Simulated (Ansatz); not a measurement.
Put Ge3PdO4 in Im-3m (No. 229): Ge on 6b; Pd on 2a; O on 8c.

The calculation used Ansatz 0.2.0, DFT PBE, scalar-relativistic, plane waves, PAW. Cutoff 420 eV, Γ-centred mesh, Gaussian smearing, no spin polarisation.

The zero of energy is the elements' standard structures at the same level (O₂ as a molecule); no fitted shifts are applied.

**Question.** Which cell and coordinates does it relax to?

**Answer.**

Space group Im-3m (No. 229). a = 5.755 Å, b = 5.755 Å, c = 5.755 Å, α = 90.00°, β = 90.00°, γ = 90.00°
```
atom  site  symmetry       x       y       z
  Ge    6b    4/mm.m  0.5000  0.0000  0.0000
  Pd    2a      m-3m  0.0000  0.0000  0.0000
   O    8c      .-3m  0.2500  0.2500  0.2500
```

Ge has 8 O at 2.49 Å, 2 Pd at 2.88 Å and 4 Ge at 2.88 Å; Pd has 8 O at 2.49 Å and 6 Ge at 2.88 Å; O is surrounded by 2 Pd at 2.49 Å, 6 Ge at 2.49 Å and 6 O at 2.88 Å.

**Question.** Where does its energy lie, and is it a metal?

**Answer.** The energy over the elements is −0.16 eV/atom and the gap on the 10×10×10 mesh of the 8-atom cell is 0 eV (a metal). It lies below the elements, which doesn't yet make it stable against other compounds or structures.

The last run used Gaussian smearing of 0.10 eV. A structure relaxed within its symmetry needn't be a true minimum.
